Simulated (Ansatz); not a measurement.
**Does this entry for Si3N4 lie near equilibrium?**

The cell is a structure deposited in the COD.

Space group P6_3/m (No. 176); a = 7.6322, c = 2.9191 Å, γ = 120.00°.

| site | Wyckoff | site symmetry | x | y | z |
| --- | --- | --- | --- | --- | --- |
| Si | 6h | m.. | 0.1952 | 0.7656 | 0.2500 |
| N7 | 2c | -6.. | 0.3333 | 0.6667 | 0.2500 |
| N9 | 6h | m.. | 0.3394 | 0.0362 | 0.2500 |

One atom of each set is listed.

The numbers come from a DFT calculation in Ansatz (PBE, plane waves and PAW, scalar-relativistic, 420 eV cutoff, Γ-centred 4×4×9 k-points, Fermi–Dirac smearing 0.02 eV).

**Question.** Do the atoms and the cell lie near the calculated equilibrium?

**Answer.** No. The largest force is 9.4 eV/Å, on atom 4 (Si: 4 N at 1.57–1.80 Å), and the pressure is 10.8 GPa, with principal stresses up to 20 GPa in size. Such values can come from a cell under pressure, imprecise or misplaced coordinates, missing atoms or a wrong setting of the space group; the run alone doesn't tell which, and gradients calculated on this entry can't be taken for those of the compound at ambient conditions.
